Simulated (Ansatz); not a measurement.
ScF$_{3}$: a sublattice moved along a line

All numbers below come from DFT r2SCAN, scalar-relativistic, plane waves, PAW in Ansatz. Settings: plane waves to 500 eV, k-mesh 6×6×6 (Γ-centred), Gaussian smearing 0.05 eV. No spin polarisation. Energies are free energies at this smearing, counted from the undisturbed cell; pressure is positive in compression.

Zero of the scan (as given, not relaxed at this level; it stands at 1.4 GPa):

```yaml
crystal:
  lattice:
    - [4.01245, 0.00000, 0.00000]
    - [0.00000, 4.01245, 0.00000]
    - [0.00000, 0.00000, 4.01245]
  atoms:
    - { symbol: Sc, position: [0.00000, 0.00000, 0.00000] }
    - { symbol: F, position: [0.50000, 0.00000, 0.00000] }
    - { symbol: F, position: [0.00000, 0.50000, 0.00000] }
    - { symbol: F, position: [0.00000, 0.00000, 0.50000] }
```

Every Sc atom is moved by x along the Cartesian unit vector (1.000, 0.000, 0.000); the cell and all other atoms stay fixed.

| x (Å) | ΔE (meV/cell) |
| --- | --- |
| -0.3000 | 657.4 |
| -0.1500 | 125.0 |
| 0.0000 | 0.0 |
| 0.0375 | 7.1 |
| 0.0750 | 28.8 |
| 0.1125 | 67.2 |
| 0.1875 | 206.8 |
| 0.2250 | 317.9 |
| 0.2625 | 465.4 |

Problem. Predict the pressure (GPa) at each point.

Solution.
```tsv
x (Å)	pressure (GPa)
-0.3000	7.2
-0.1500	2.7
0.0000	1.4
0.0375	1.4
0.0750	1.7
0.1125	2.1
0.1875	3.5
0.2250	4.5
0.2625	5.7
```